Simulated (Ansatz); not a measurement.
**Question.** TaAl (CsCl type, Pm-3m) is relaxed with DFT-PBE in the program Ansatz with PAW potentials. What lattice parameters of the conventional cell result?

**Answer.** a = 3.225 Å.

The start of the workflow was typed in or built on a structure type; neither database checked (COD, Materials Project) lists it. Whether it is the stable phase at ambient conditions was not checked. The PBE relaxation kept the symmetry of its start; its stability against distortions is not shown here. The run is not spin-polarised. Spin–orbit coupling is left out wherever it is not named.

Potentials: the earlier of the program's two PAW sets.
